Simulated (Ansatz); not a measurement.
## 17O NMR of the central transition in K3NaS2O8

Cell: a Materials Project structure (computed, not necessarily an observed phase), its atoms then relaxed with PBE in this cell.

```cif
data_K3NaS2O8
_symmetry_space_group_name_H-M 'P-3m1'
_symmetry_Int_Tables_number 164
_cell_length_a 5.7654
_cell_length_b 5.7654
_cell_length_c 7.4123
_cell_angle_alpha 90.000
_cell_angle_beta 90.000
_cell_angle_gamma 120.000
loop_
_atom_site_label
_atom_site_type_symbol
_atom_site_symmetry_multiplicity
_atom_site_Wyckoff_symbol
_atom_site_fract_x
_atom_site_fract_y
_atom_site_fract_z
K1 K 2 d 0.3333 0.6667 0.1795
K2 K 1 b 0.0000 0.0000 0.5000
Na Na 1 a 0.0000 0.0000 0.0000
S S 2 d 0.6667 0.3333 0.2669
O7 O 6 i 0.1920 0.8080 0.8043
O13 O 2 d 0.6667 0.3333 0.4661
```

One atom of each set is listed.

All values are calculated (Ansatz; DFT, PBE, plane waves and PAW (field gradients read without the response of the frozen cores, which leaves them typically 4 to 6 % off), scalar-relativistic, 420 eV cutoff, Γ-centred 5×5×3 k-points, Fermi–Dirac smearing 0.02 eV), not measured.

17O has I = 5/2 and Q = -25.58 mb (Pyykkö 2018); at 28.2 T its Larmor frequency is ν₀ = 162.8 MHz. Only the quadrupole interaction is simulated: positions count from each site's isotropic chemical shift, and J coupling is left out, as are shift anisotropy and dipolar coupling, which fast spinning averages.

**Question.** Give C_Q, η, the quadrupolar product P_Q = |C_Q|(1 + η²/3)^½, the second-order isotropic shift and the breadth of the pattern (fast magic-angle spinning) for each O site.

**Answer.** 

```
site                                             first shell  C_Q (MHz)     η  P_Q (MHz)  δ_QIS (ppm)  breadth (kHz)
  O7  1 S at 1.51 Å; also 1 Na at 2.40 Å, 4 K at 2.90–3.12 Å      -8.67  0.01       8.67        -17.0           5.96
 O13                  1 S at 1.48 Å; also 4 K at 2.63–3.34 Å      -8.48  0.00       8.48        -16.3           5.67
```

δ_QIS = −(ν_Q²/30ν₀²)[I(I+1) − 3/4](1 + η²/3) × 10⁶ ppm with ν_Q = 3|C_Q|/[2I(2I−1)]; it falls as 1/B₀² in ppm, and the breadth as 1/B₀ in kHz.

An axis of threefold or higher order runs through O13, so V_zz lies along it and η is zero. At O7 V_zz points along its bond to S (within 1°).

The relaxation (4 steps) took 18 s of wall time (18 s of CPU time) and 0.56 GiB at its peak, on 1 thread of AMD EPYC 9R14 (Zen 4) (x86_64; 16 cores open to the job, memory cap 3.0 GiB, no GPU), a shared host with a load of 0.2 a core.
